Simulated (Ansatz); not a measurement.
According to DFT-r²SCAN in the program Ansatz with PAW potentials, LaZrNO2 in the orthorhombic phase (I2_12_12_1; Pearson symbol oI20) relaxes to a = 5.883 Å, b = 5.891 Å, c = 8.179 Å. Zr has 6 nearest neighbours from 2.08 Å (octahedral). Against the elements it lies at -3.03 eV/atom, with no fitted shifts.

The Kohn–Sham gap is 2.66 eV (indirect). Gap from r²SCAN with spin–orbit coupling: 2.66 eV. The electron mass is 0.40, 0.65, 2.3 mₑ (principal values). The hole mass is 0.76, 1.2, 4.5 mₑ (principal values).

An equation-of-state fit gives a bulk modulus of 174 GPa. Bader charges are La +2.04, Zr +2.51, N -1.75, O -1.41 to -1.40 e.

The start of the workflow was typed in or built on a structure type; neither database checked (COD, Materials Project) lists it. Whether it is the stable phase at ambient conditions was not checked. The cell was relaxed with r²SCAN under the symmetry of its start; whether a distortion lowers the energy is not shown. The run is not spin-polarised. The references are the lowest solids computed at this level, not always the standard phases (solids in place of the gases). Scalar-relativistic: spin–orbit coupling is off unless named, which matters more the heavier the elements.

Potentials: the earlier of the program's two PAW sets.
